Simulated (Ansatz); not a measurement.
Data:

CoSn:
```
CoSn
1.0
    5.21882     0.00000     0.00000
   -2.60941     4.51963     0.00000
    0.00000     0.00000     4.17024
Co Sn
3 3
Direct
  0.50000   0.00000   0.00000
  0.50000   0.50000   0.00000
  0.00000   0.50000   0.00000
  0.00000   0.00000   0.00000
  0.33333   0.66667   0.50000
  0.66667   0.33333   0.50000
```

This is the PBEsol-relaxed structure.

### Question
All from DFT-PBEsol in the program Ansatz with PAW potentials, unless another level is named. Estimate the density of states at the Fermi level.

### Answer
0.48 states/eV per atom (mean over ±0.08 eV).

### Question
Give the formation energy from the elements (no fitted shifts).

### Answer
-0.15 eV/atom.

### Question
Next, the gap with spin–orbit coupling?

### Answer
none (metallic).

Space group P6/mmm. Symmetry was held in the PBEsol relaxation. The workflow began spin-polarised and lost its moments. The references are the lowest solids computed at this level, not always the standard phases. Spin–orbit coupling is left out wherever it is not named.

Potentials: the later of the program's two PAW sets.
